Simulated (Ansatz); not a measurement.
Data:

Y₄S₃N₂:
```
CELL_PARAMETERS angstrom
      6.46986     1.91727     0.00000
     -6.46986     1.91727     0.00000
     -6.11876     0.00000     7.74409
ATOMIC_POSITIONS crystal
  Y  0.76039 0.23961 0.64862
  Y  0.23961 0.76039 0.35138
  Y  0.43686 0.56314 0.14610
  Y  0.56314 0.43686 0.85390
  S  0.00000 0.00000 0.00000
  S  0.17390 0.82610 0.78404
  S  0.82610 0.17390 0.21596
  N  0.64341 0.35659 0.36152
  N  0.35659 0.64341 0.63848
```

This is the PBE-relaxed structure. Tensor components refer to the Cartesian frame of this cell.

All from the program Ansatz at the PBE level (PAW), unless another level is named. Predict the smallest direct gap on the standard path.

1.48 eV.

Next, the band gap?

1.44 eV (indirect).

Give the formation energy from the elements (no fitted shifts).

-1.96 eV/atom.

Give the conduction-band minimum.

off the standard path, at k = (0.422, -0.422, 0.078) in fractions of the reciprocal vectors.

Space group C2/m. The workflow started from a Materials Project entry (that database holds measured and hypothetical structures alike); the Crystallography Open Database copy checked does not list it. Its standing as an ambient phase is unchecked. The PBE relaxation kept the symmetry of its start; whether a distortion lowers the energy is not shown. No spin polarisation was allowed. The references are the lowest solids computed at this level, not always the standard phases (solids in place of the gases). Spin–orbit coupling is left out wherever it is not named.

Potentials: the later of the program's two PAW sets.
